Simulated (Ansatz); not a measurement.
Relaxed-ion elastic tensor of HfN (CsCl type, Pm-3m) in GPa (Voigt order), plane-wave PAW PBEsol (Ansatz code); density 14.70 g/cm³, 10.87 Å³ per atom.

```
 597  86.7  86.7   0.0   0.0   0.0
86.7   597  86.7   0.0   0.0   0.0
86.7  86.7   597   0.0   0.0   0.0
 0.0   0.0   0.0  31.1   0.0   0.0
 0.0   0.0   0.0   0.0  31.1   0.0
 0.0   0.0   0.0   0.0   0.0  31.1
```

**Question.** Is the crystal mechanically stable?

**Answer.** Yes: the smallest eigenvalue of C is 31.1 GPa.

**Question.** Work out the Voigt, Reuss and Hill averages.

**Answer.** K_V = 257, K_R = 257, K_H = 257; G_V = 121, G_R = 48.0, G_H = 84.3 GPa.

**Question.** Give Young's modulus, Poisson's ratio, Pugh's ratio and the universal anisotropy index.

**Answer.** E = 9KG/(3K + G) = 228 GPa; ν = 0.35; K/G = 3.04 (ductile by the Pugh limit of 1.75); A_U = 5G_V/G_R + K_V/K_R − 6 = 7.58.

**Question.** Estimate the sound speeds and the Debye temperature.

**Answer.** v_l = √((K + 4G/3)/ρ) = 5010 m/s, v_t = √(G/ρ) = 2400 m/s, mean 2690 m/s; Θ = (h/k)(3n/4πV)^(1/3) v_m = 362 K.

**Question.** Give the Zener ratio and Young's modulus along [100], [110] and [111].

**Answer.** A = 2C44/(C11 − C12) = 0.12; 1/E = S11 − 2(S11 − S12 − S44/2)Γ with Γ = 0, 1/4, 1/3 gives 575, 114, 89.8 GPa.

The cell is a constructed one: a structure type filled with these elements; neither database checked (COD, Materials Project) lists it. It is not the phase usual at ambient conditions (space group No. 225). The PBEsol relaxation kept the symmetry of its start; of distortions, only those at the zone centre were tested. The run is not spin-polarised. With an odd number of electrons in the cell and no spin polarisation, the count alone makes it a metal. As this level gives no gap, shear constants depend on the k-mesh and smearing (Fermi–Dirac, 0.1 eV here). Spin–orbit coupling is left out wherever it is not named.

Potentials: the later of the program's two PAW sets.
